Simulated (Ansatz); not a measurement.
Task: Each is relaxed and computed with the program Ansatz at the PBEsol level (PAW). Which is the only one with a gap?
A. Fe3Si, P4/mmm (Fe on 2h, Fe on 1a, Si on 1b)
B. Fe3C, P6_322 (Fe on 6g, C on 2c)
C. FeBiO3, Amm2 (Bi on 2b, Fe on 2a, O on 2b, O on 4d)
D. Ga2BiAs, R3m (Ga on 3a, Ga on 3a, Bi on 3a, As on 3a)

Result: C, FeBiO3, Amm2 (Bi on 2b, Fe on 2a, O on 2b, O on 4d). FeBiO3: gap 0.73 eV (indirect); Fe3Si: metal; Ga2BiAs: metal; Fe3C: metal. Spin orders computed, not proven ground states: FeBiO3, Amm2 (Bi on 2b, Fe on 2a, O on 2b, O on 4d) antiferromagnetic; Fe3Si, P4/mmm (Fe on 2h, Fe on 1a, Si on 1b) antiferromagnetic; Fe3C, P6_322 (Fe on 6g, C on 2c) ferromagnetic. Typed or built starts, not in the databases checked: FeBiO3, Amm2 (Bi on 2b, Fe on 2a, O on 2b, O on 4d). Not the usual ambient phase: FeBiO3, Amm2 (Bi on 2b, Fe on 2a, O on 2b, O on 4d). Standing as an ambient phase not checked: Fe3Si, P4/mmm (Fe on 2h, Fe on 1a, Si on 1b); Ga2BiAs, R3m (Ga on 3a, Ga on 3a, Bi on 3a, As on 3a); Fe3C, P6_322 (Fe on 6g, C on 2c). All cells were relaxed under the symmetry of their starts (and spin orders); stability against distortions was not tested throughout. Cells of antiferromagnets are given as chemical subcells. No Hubbard U is applied. Scalar-relativistic: spin–orbit coupling is off unless named, which matters more the heavier the elements.

Potentials: the later of the program's two PAW sets.
